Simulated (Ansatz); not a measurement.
Relaxed-ion elastic tensor of Be (bcc (W type), Im-3m) in GPa (Voigt order), the program Ansatz at the PBEsol level (PAW); density 1.93 g/cm³, 7.74 Å³ per atom.

```
 181  97.0  97.0   0.0   0.0   0.0
97.0   181  97.0   0.0   0.0   0.0
97.0  97.0   181   0.0   0.0   0.0
 0.0   0.0   0.0   211   0.0   0.0
 0.0   0.0   0.0   0.0   211   0.0
 0.0   0.0   0.0   0.0   0.0   211
```

Q: Is the crystal mechanically stable?

A: Yes: the smallest eigenvalue of C is 83.7 GPa.

Q: Work out the Voigt, Reuss and Hill averages.

A: K_V = 125, K_R = 125, K_H = 125; G_V = 143, G_R = 80.6, G_H = 112 GPa.

Q: Give Young's modulus, Poisson's ratio, Pugh's ratio and the universal anisotropy index.

A: E = 9KG/(3K + G) = 259 GPa; ν = 0.15; K/G = 1.12 (brittle by the Pugh limit of 1.75); A_U = 5G_V/G_R + K_V/K_R − 6 = 3.89.

Q: Estimate the sound speeds and the Debye temperature.

A: v_l = √((K + 4G/3)/ρ) = 11900 m/s, v_t = √(G/ρ) = 7610 m/s, mean 8370 m/s; Θ = (h/k)(3n/4πV)^(1/3) v_m = 1260 K.

Q: Give the Zener ratio and Young's modulus along [100], [110] and [111].

A: A = 2C44/(C11 − C12) = 5.04; 1/E = S11 − 2(S11 − S12 − S44/2)Γ with Γ = 0, 1/4, 1/3 gives 113, 246, 405 GPa.

The workflow started from a Materials Project entry (that database holds measured and hypothetical structures alike); the Crystallography Open Database copy checked does not list it. It is not the phase usual at ambient conditions (space group No. 194). Symmetry was held in the PBEsol relaxation; its stability against distortions is not shown here. As this level gives no gap, shear constants depend on the k-mesh and smearing (Fermi–Dirac, 0.1 eV here).

Potentials: the later of the program's two PAW sets.
